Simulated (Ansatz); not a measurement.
## 7 guesses for Sb2S and where they end

Computed with Ansatz, DFT PBE, scalar-relativistic, plane waves, PAW. Settings: cutoff 420 eV, Γ-centred meshes spaced at most about 0.3 Å⁻¹, and about 0.25 Å⁻¹ or finer for metals (2π included), Gaussian smearing. No spin polarisation in the final relaxations.

Each guess was relaxed in cell and atoms at zero pressure, within the symmetry of its start. These are static total energies at zero pressure. Coordination counts S atoms around Sb (those within 1.25 times the shortest such distance or 1.15 times the sum of covalent radii; the shortest distance is added where it is long for a bond; a slash parts the counts of unlike sites).

| guess | made from | start group | V start (Å³/atom) | end group | V end (Å³/atom) | coordination at the end | gap on mesh (eV) | E over the lowest end (meV/atom) |
| --- | --- | --- | --- | --- | --- | --- | --- | --- |
| 1 | random cell | P6/mmm | 27.7 | P6/mmm | 26.4 | Sb 1 | 0 | 221 |
| 2 | HfH2 type | I4/mmm | 22.6 | I4/mmm | 27.1 | Sb 4 from 3.0 Å | 0 | 368 |
| 3 | random cell | Pn-3m | 30.3 | Pn-3m (cuprite) | 34.9 | Sb 2 | 0 | 459 |
| 4 | Sn2Pt type | Fm-3m | 25.6 | Fm-3m (anti-fluorite) | 26.5 | Sb 4 from 3.0 Å | 0 | 399 |
| 5 | random cell | P4/mmm | 31.9 | P4/mmm | 26.7 | Sb 1 | 0 | 148 |
| 6 | Cu2Sb type | P4/nmm | 24.5 | P4/nmm | 25.5 | Sb 4 from 3.9 Å/1+4 | 0 | 0 |
| 7 | DyHg2 type | P6/mmm | 24.4 | ? | ? | ? | ? | ? |

Guess 7 as it starts:

Space group P6/mmm (No. 191). a = 4.896 Å, b = 4.896 Å, c = 3.531 Å, α = 90.00°, β = 90.00°, γ = 120.00°
```
atom  site  symmetry       x       y       z
  Sb    2d      -6m2  0.3333  0.6667  0.5000
   S    1a     6/mmm  0.0000  0.0000  0.0000
```

Problem. Predict the end of this guess and its energy over the lowest end.

Solution. It ends in space group P6/mmm (No. 191), with a = 5.221 Å, c = 3.036 Å, 23.9 Å³/atom and no gap. It lies 225 meV/atom over the lowest end, within the noise of guess 1 and below guess 2. Counting S atoms around Sb, this end has Sb 6 from 3.4 Å and the lowest (guess 6) has Sb 4 from 3.9 Å/1+4. This end holds Sb–Sb bonds in all directions (shortest 3.01 Å); the lowest (guess 6) holds Sb–Sb nets (shortest 2.96 Å).

```
Sb S
1.0
     5.22103    0.00000    0.00000
    -2.61052    4.52155    0.00000
     0.00000    0.00000    3.03595
Sb S
2 1
Cartesian
  0.0000 3.0144 1.5180
  2.6105 1.5072 1.5180
  0.0000 0.0000 0.0000
```

Formation energies are uncorrected and refer to the elements' standard structures at the same level.

Problem. Is the lowest end bound against the elements?

Solution. No: its formation energy is +0.10 eV/atom. A positive value: parting into the elements would lower its energy.

For metals, differences of a few meV/atom aren't resolved. Spin–orbit coupling, which can matter for Sb, is left out. The reference form of S is held partly by dispersion forces, which this level lacks. Cells relaxed within their symmetry can be saddle points. A lower structure may well exist outside this small set. Some structure types and database cells were kept out of the candidates from the start, so a known form may be missing.
